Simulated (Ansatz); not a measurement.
Given:

SrTiO3:
```cif
data_O3SrTi
_chemical_formula_sum 'Sr1 Ti1 O3'
_space_group_name_H-M_alt 'P 1'
_space_group_IT_number 1
_cell_length_a 3.93645
_cell_length_b 3.93645
_cell_length_c 3.93645
_cell_angle_alpha 90.000
_cell_angle_beta 90.000
_cell_angle_gamma 90.000
loop_
_space_group_symop_operation_xyz
  'x, y, z'
loop_
_atom_site_label
_atom_site_type_symbol
_atom_site_fract_x
_atom_site_fract_y
_atom_site_fract_z
_atom_site_occupancy
Sr1 Sr 0.00000 0.00000 0.00000 1
Ti1 Ti 0.50000 0.50000 0.50000 1
O1 O 0.00000 0.50000 0.50000 1
O2 O 0.50000 0.50000 0.00000 1
O3 O 0.50000 0.00000 0.50000 1
```

This is the PBE-relaxed structure.

Q: All from DFT-PBE in the program Ansatz with PAW potentials, unless another level is named. Predict the electron effective mass, band 2 of 3 at the edge.

A: 0.40 along [100], 0.65 along [110], 0.54 along [111] (mₑ).

Q: And the electron effective mass, band 1 of 3 at the edge?

A: 6.7 along [100], 0.88 along [110], 0.69 along [111] (mₑ).

Q: Give the band gap.

A: 1.84 eV (indirect).

Q: And the conduction-band minimum?

A: at Γ.

Space group Pm-3m (cubic perovskite). Symmetry was held in the PBE relaxation. The run is not spin-polarised. Scalar-relativistic: spin–orbit coupling is off unless named, which matters more the heavier the elements.

Potentials: the later of the program's two PAW sets.
